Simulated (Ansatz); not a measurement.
# Elastic constants of CuPd at 25 GPa (stress–strain coefficients): input and output

These are results of DFT LDA, scalar-relativistic, plane waves, PAW in Ansatz, not measurements.

Launched with:
```bash
ansatz run input.yaml --threads 1 --pin off --max-ram 3072MiB --backend cpu --events-out ev --progress --plain --runs-dir out
```

Input (bare energies are in eV):
```yaml
crystal:
  lattice:
    - [2.8391293436, 0.0, 0.0]
    - [0.0, 2.8391293436, 0.0]
    - [0.0, 0.0, 2.8391293436]
  atoms:
    - { symbol: Cu, position: [0.0, 0.0, 0.0] }
    - { symbol: Pd, position: [0.5, 0.5, 0.5] }
basis:
  ecutwfc: 420
kpoints:
  mp_grid: { grid: [14, 14, 14] }
hamiltonian:
  xc: lda
scf:
  occupations: { method: fermi_dirac, width: 0.15 }
output:
  forces: true
  stress: true
  eigenvalues: true
elastic:
  mode: relaxed_ion
  amplitude: 0.005
```

From the output:
```
--- Elastic constants: 2 strain directions × 4 members + reference (group order 48) ---
  dense FFT box of the reference and of every strained cell: 20×20×20
  strains applied: 11, 23; error gains: componentwise 1.00 (the most a stress slope's error grows in a printed constant), spectral 1.73 (1 for all six strains in a standard setting)
  C = ∂σ_k/∂η_j (tension-positive GPa; Voigt order 11 22 33 23 13 12):
       360.423    310.912    310.912     -0.000     -0.000     -0.000
       310.912    360.423    310.912     -0.000     -0.000     -0.000
       310.912    310.912    360.423     -0.000     -0.000     -0.000
        -0.000      0.000      0.000    171.249     -0.000     -0.000
         0.000      0.000     -0.000      0.000    171.249      0.000
        -0.000     -0.000     -0.000      0.000      0.000    171.249
  reference stress σ⁰ (GPa):    -25.014    -25.014    -25.014     -0.000     -0.000     -0.000
  C* (energy form; C + prestress term) asymmetry max|C*_kj − C*_jk| = 5.684e-14 GPa — a small one proves nothing (zero by symmetry where the batch's group is 432, −43m or m−3m); a large one is finite-difference/SCF noise where every solve ...
  moduli (Voigt/Reuss/Hill, GPa): K = 327.42/327.42/327.42   G = 112.65/50.86/81.76   E = 226.42   ν = 0.385
  mechanically stable: yes (min eigenvalue of sym C = 49.51 GPa)
  strain η (Voigt 11):  stress-route row diagonal C_11 = 360.42 GPa, energy-path curvature d²(F+E_count+ΔE)/dδ²/Ω₀ = 359.70 GPa
    cells at ±δ against ±2δ: C11 360.48 and 360.66 GPa, apart by 0.05 % of the column's largest entry
         δ    σ_11 (GPa) F (eV) n_scf n_hpsi n_pw
    -1.000e-2     -28.7498      -13400.3710698       8  121265    461   relax 0 steps, max|allowed force component| 2.68e-29 eV/Å
    -5.000e-3     -26.8492      -13400.3909173       4   91107    466   relax 0 steps, max|allowed force component| 2.96e-30 eV/Å
     5.000e-3     -23.2444      -13400.4266592       5  108230    468   relax 0 steps, max|allowed force component| 3.16e-30 eV/Å
     1.000e-2     -21.5366      -13400.4426451       7  101302    470   relax 0 steps, max|allowed force component| 1.91e-29 eV/Å
  strain η (Voigt 23):  stress-route row diagonal C_44 = 171.25 GPa, energy-path curvature d²(F+E_count+ΔE)/dδ²/Ω₀ = 183.06 GPa
    cells at ±δ against ±2δ: C44 171.24 and 171.23 GPa, apart by 0.01 % of the column's largest entry
         δ    σ_23 (GPa) F (eV) n_scf n_hpsi n_pw
    -1.000e-2      -1.7123      -13400.4081198       8  196226    466   relax 0 steps, max|allowed force component| 5.05e-29 eV/Å
    -5.000e-3      -0.8562      -13400.4091023       4  142817    466   relax 0 steps, max|allowed force component| 3.16e-30 eV/Å
     5.000e-3       0.8562      -13400.4091023       4  139194    466   relax 0 steps, max|allowed force component| 2.68e-29 eV/Å
     1.000e-2       1.7123      -13400.4081198       6  151453    466   relax 0 steps, max|allowed force component| 2.60e-29 eV/Å
```

The run took 81 s on 1 thread of Arm Neoverse V1, on a shared host, peak memory 0.5 GiB.

In a metal, frequencies and elastic constants depend on the k mesh and the smearing, soft modes and shear constants most. Other phases may be more stable at this pressure.